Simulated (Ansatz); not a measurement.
SnO (litharge type, space group P4/nmm)

```yaml
crystal:
  lattice:
    - [3.76899, 0.00000, 0.00000]
    - [0.00000, 3.76899, 0.00000]
    - [0.00000, 0.00000, 4.56019]
  atoms:
    - { symbol: Sn, position: [0.50000, 0.00000, 0.25342] }
    - { symbol: Sn, position: [0.00000, 0.50000, 0.74658] }
    - { symbol: O, position: [0.00000, 0.00000, 0.00000] }
    - { symbol: O, position: [0.50000, 0.50000, 0.00000] }
```

The slice is a (010) plane (indices of the conventional cell) through the point (0.500, 0.500, 0.000) (fractional), spanned by u = [100] and v = [001] in vectors of this cell: u (3.77 Å) and v (4.56 Å, at 90° to u). It covers one period; positions are fractions (u, v).

Calculation: PBEsol-D3(BJ) (plane waves to 420 eV, PAW, scalar-relativistic; Ansatz, a first-principles code). k mesh 12×12×10. These are valence fields of a PAW run, semicore shells included where kept as valence: close to a nucleus they are smooth pseudo fields. SnO was relaxed with its symmetry unable to fall. The PAW data are Ansatz's earlier set.

Three fields on this plane, each scaled to ten steps between its own extremes (0 low, 9 high; the total valence density on a logarithmic scale, the potential cut 8 eV below its top; x marks points blanked near nuclei; v = 0 in the bottom row):

Map A
```
|xxxxxxx8767777777678xxxxxx|
|xxxxxx987789xxx987789xxxxx|
|xxxxxx9889xxxxxxx9889xxxxx|
|xxxxx9889xxxxxxxxx9889xxxx|
|xxxx9889xxxxxxxxxxx9889xxx|
|xx888889xxxxxxxxxxx988888x|
|7777778xxxxxxxxxxxxx877777|
|5556678xxxxxxxxxxxxx876655|
|4445568xxxxxxxxxxxxx865544|
|33345679xxxxxxxxxxx9765433|
|22345679xxxxxxxxxxx9765432|
|223345789xxxxxxxxx98754332|
|2223456789xxxxxxx987654322|
|12233456789xxxxx9876543322|
|11223456678889888766543221|
|11223345667777777665433221|
|11222334556666666554332221|
|11222233445555555443322221|
|22222223334444444333222222|
|22222222223333333222222222|
|22222222222222222222222222|
|33332221111111111111222333|
|44433221110000000111223344|
|55544322100000000012234455|
|77665432110000000112345667|
|xx87654321000000012345678x|
|xxxx8654321000001234568xxx|
|xxxxx86532211111223568xxxx|
|xxxxxx764322222223467xxxxx|
|xxxxxx865433333334568xxxxx|
|xxxxxxx7654444444567xxxxxx|
|xxxxxxx7665556555667xxxxxx|
```

Map B
```
|xxxxxxx5212222222125xxxxxx|
|xxxxxx742222xxx222247xxxxx|
|xxxxxx5322xxxxxxx2235xxxxx|
|xxxxx6322xxxxxxxxx2236xxxx|
|xxxx7422xxxxxxxxxxx2247xxx|
|xx874322xxxxxxxxxxx223478x|
|6654322xxxxxxxxxxxxx223456|
|3332223xxxxxxxxxxxxx322233|
|1112223xxxxxxxxxxxxx322211|
|11112344xxxxxxxxxxx4432111|
|00123444xxxxxxxxxxx4443210|
|001234555xxxxxxxxx55543210|
|0012455555xxxxxxx555554210|
|00124566665xxxxx5666654210|
|00113567766666666677653110|
|00012467887777777887642100|
|00012356889888889886532100|
|00001235789999999875321000|
|00000123468999998643210000|
|00000011245677765421100000|
|00000000112344432110000000|
|10000000001111111000000000|
|11110000000000000000000111|
|33321100000000000000011233|
|66653210000000000000123566|
|xx87642100000000000124678x|
|xxxx8642100000000012468xxx|
|xxxxx86410000000001468xxxx|
|xxxxxx752100000001257xxxxx|
|xxxxxx853100000001358xxxxx|
|xxxxxxx6311111111136xxxxxx|
|xxxxxxx6311111111136xxxxxx|
```

Map C
```
|xxxxxxx3100000000013xxxxxx|
|xxxxxx310000xxx000013xxxxx|
|xxxxxx1000xxxxxxx0001xxxxx|
|xxxxx2000xxxxxxxxx0002xxxx|
|xxxx3100xxxxxxxxxxx0013xxx|
|xx654000xxxxxxxxxxx000456x|
|7776300xxxxxxxxxxxxx003677|
|8876300xxxxxxxxxxxxx003678|
|8876300xxxxxxxxxxxxx003678|
|98764000xxxxxxxxxxx0004678|
|88864100xxxxxxxxxxx0014688|
|988753000xxxxxxxxx00035788|
|9887642000xxxxxxx000246788|
|99887641000xxxxx0001467889|
|99988754200000000024578899|
|99988876532000002356788899|
|99998887665444445667888999|
|99999888877766677788889999|
|99999999888888888889999999|
|99999999999999999999999999|
|88999999999999999999999998|
|99999999999999999999999999|
|88999999999999999999999998|
|89999999999999999999999999|
|78899999999999999999999988|
|xx77899999999999999999877x|
|xxxx7899999988899999987xxx|
|xxxxx78998888888889987xxxx|
|xxxxxx888877666778888xxxxx|
|xxxxxx777765555567777xxxxx|
|xxxxxxx6654322234566xxxxxx|
|xxxxxxx5420000000245xxxxxx|
```

Assign the maps to these fields: electron localisation function (ELF); valence electron density; electrostatic potential energy of an electron, from the cell's mean.

A is the valence electron density; B is the electron localisation function (ELF); C is the electrostatic potential energy of an electron, from the cell's mean.
